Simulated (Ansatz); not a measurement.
Si₂W: from a starting cell to a relaxed one

The start is a generated cell, Si2W placed in the AFLOW prototype A2B_tP6_136_f_a (C4, as in TiO2). The structure is fully relaxed (lattice and positions, P = 0) with PBE (plane waves to 420 eV, PAW, scalar-relativistic; Ansatz, an electronic-structure program). The first steps use a coarse 5×5×7 k-mesh.

Initial structure:
```
Si2W
1.0
    5.09833     0.00000     0.00000
    0.00000     5.09833     0.00000
    0.00000     0.00000     3.28335
W Si
2 4
Cartesian
  0.00000   0.00000   0.00000
  2.54917   2.54917   1.64168
  1.55479   1.55479   0.00000
  4.10395   0.99438   1.64168
  0.99438   4.10395   1.64168
  3.54354   3.54354   0.00000
```

- Initial pressure = +81 GPa (positive: the cell is compressed)
- Largest initial force = about 3.3 eV/Å, on Si3, Si4, Si5, Si6 (atoms numbered as listed)
- Volume change = +37.2 %, from 14.22 to 19.51 Å³/atom
- Shortest distances (start → end) = The closest pairs of elements (up to four, under 3.6 Å), start → end: Si–W 2.16 → 2.51 Å; W–W 3.28 → 2.73 Å; Si–Si 2.81 → 2.73 Å
- Optimiser moves = 17

Final structure:

```cif
data_Si4W2
_chemical_formula_sum 'W2 Si4'
_space_group_name_H-M_alt 'P42/mnm'
_space_group_IT_number 136
_space_group_name_Hall '-P 4n 2n'
_cell_length_a 6.54895
_cell_length_b 6.54895
_cell_length_c 2.72974
_cell_angle_alpha 90.000
_cell_angle_beta 90.000
_cell_angle_gamma 90.000
loop_
_atom_site_label
_atom_site_type_symbol
_atom_site_symmetry_multiplicity
_atom_site_Wyckoff_symbol
_atom_site_fract_x
_atom_site_fract_y
_atom_site_fract_z
_atom_site_occupancy
W1 W 2 a 0.00000 0.00000 0.00000 1
Si1 Si 4 g 0.22930 0.22930 0.50000 1
```

Final values are on a 7×7×17 k-mesh of the relaxed cell. No spin polarisation in the result.

The run could not lower the symmetry of its start; a shaken copy of this end point relaxes with PBE to I4/mcm (No. 140), 0.43 eV/atom lower.

The relaxed structure here is a generated cell of Si2W: the first start was made by placing the elements on the sites of a structure type, and the end was not matched to a known phase here, so it may be hypothetical. Known forms of Si2W include space group No. 139.
